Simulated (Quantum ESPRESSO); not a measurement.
pw.x input (Quantum ESPRESSO 7.5; LDA, PseudoDojo standard norm-conserving files, scalar-relativistic):

```
&CONTROL
  calculation = 'scf'
  pseudo_dir = './pseudo'
  outdir = './out'
  tprnfor = .true.
  tstress = .true.
/
&SYSTEM
  ibrav = 0
  nat = 3
  ntyp = 2
  ecutwfc = 88.0
  ecutrho = 352.0
  occupations = 'smearing'
  smearing = 'fd'
  degauss = 0.002
  nbnd = 10
/
&ELECTRONS
  conv_thr = 3e-10
/
ATOMIC_SPECIES
Be 9.0122 Be.upf
C 12.0110 C.upf
CELL_PARAMETERS angstrom
  0.000000000000   2.135411652000   2.135411652000
  2.135411652000   0.000000000000   2.135411652000
  2.135411652000   2.135411652000   0.000000000000
ATOMIC_POSITIONS crystal
Be   0.750000000000   0.750000000000   0.750000000000
Be   0.250000000000   0.250000000000   0.250000000000
C   0.000000000000   0.000000000000   0.000000000000
K_POINTS automatic
10 10 10 0 0 0
```

End of the output:

```
     total energy              =     -67.45241314 Ry
     estimated scf accuracy    <       0.00000525 Ry
     total energy              =     -67.45241365 Ry
     estimated scf accuracy    <       0.00000024 Ry
     total energy              =     -67.45241372 Ry
     estimated scf accuracy    <          1.3E-09 Ry
[...]
     the Fermi energy is    11.0304 ev
!    total energy              =     -67.45241372 Ry
     estimated scf accuracy    <          7.2E-11 Ry
     smearing contrib. (-TS)   =      -0.00000000 Ry
     internal energy E=F+TS    =     -67.45241372 Ry
     The total energy is F=E-TS. E is the sum of the following terms:
     one-electron contribution =     -25.12686380 Ry
     hartree contribution      =       9.45665145 Ry
     xc contribution           =     -13.83391298 Ry
     ewald contribution        =     -37.94828839 Ry
     convergence has been achieved in   9 iterations
     Forces acting on atoms (cartesian axes, Ry/au):
     atom    1 type  1   force =    -0.00000000   -0.00000000    0.00000000
     atom    2 type  1   force =     0.00000000    0.00000000    0.00000000
     atom    3 type  2   force =     0.00000000    0.00000000    0.00000000
     Total force =     0.000000     Total SCF correction =     0.000000
     Computing stress (Cartesian axis) and pressure
          total   stress  (Ry/bohr**3)                   (kbar)     P=       -0.44
  -0.00000298   0.00000000  -0.00000000           -0.44        0.00       -0.00
   0.00000000  -0.00000298  -0.00000000            0.00       -0.44       -0.00
  -0.00000000  -0.00000000  -0.00000298           -0.00       -0.00       -0.44
```
In a gapped system the printed Fermi energy is only some level inside the gap.

Geometry relaxed with LDA.
